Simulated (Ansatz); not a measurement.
**Property card for Bi$_{4}$Se$_{3}$**

Bi4Se3:
```cif
data_Bi12Se9
_chemical_formula_sum 'Bi12 Se9'
_space_group_name_H-M_alt 'R-3m :H'
_space_group_IT_number 166
_space_group_name_Hall '-R 3 2"'
_cell_length_a 4.23514
_cell_length_b 4.23514
_cell_length_c 38.90082
_cell_angle_alpha 90.000
_cell_angle_beta 90.000
_cell_angle_gamma 120.000
loop_
_atom_site_label
_atom_site_type_symbol
_atom_site_symmetry_multiplicity
_atom_site_Wyckoff_symbol
_atom_site_fract_x
_atom_site_fract_y
_atom_site_fract_z
_atom_site_occupancy
Bi1 Bi 6 c 0.00000 0.00000 0.28697 1
Bi2 Bi 6 c 0.00000 0.00000 0.14436 1
Se1 Se 3 a 0.00000 0.00000 0.00000 1
Se2 Se 6 c 0.00000 0.00000 0.41866 1
```
(The calculation used a cell of 7 atoms; values per cell refer to that cell.)

Space group R-3m (No. 166); conventional cell a = b = 4.2351 Å, c = 38.9008 Å, α = β = 90.00°, γ = 120.00°.

Method: the program Ansatz at the LDA level (PAW). The cell and atoms are relaxed at this level. Other levels are named where they apply.

### Cell and energy

* **Volume per atom**: 28.77 Å³
* **Density**: 8.84 g/cm³
* **Formation energy from the elements (no fitted shifts)**: -0.26 eV/atom

### Electronic structure

Electronic character: no gap, with almost no states at the Fermi level (zero-gap or semimetallic)
Density of states at the Fermi level: 0.01 states/eV per atom (mean over ±0.08 eV)

The first step of the workflow began from a Materials Project structure, measured or hypothetical; the Crystallography Open Database files this formula in space group No. 166, but the cells were not matched. Its standing as an ambient phase is unchecked. The cell was relaxed with LDA under the symmetry of its start; its stability against distortions is not shown here. A crystal of weakly bound layers computed without a dispersion correction: the cell and the soft elastic constants depend strongly on that. A small band overlap can be real or an error of a semilocal functional. The references are the lowest solids computed at this level, not always the standard phases. Scalar-relativistic: spin–orbit coupling is off unless named, which matters more the heavier the elements.

Potentials: the later of the program's two PAW sets.
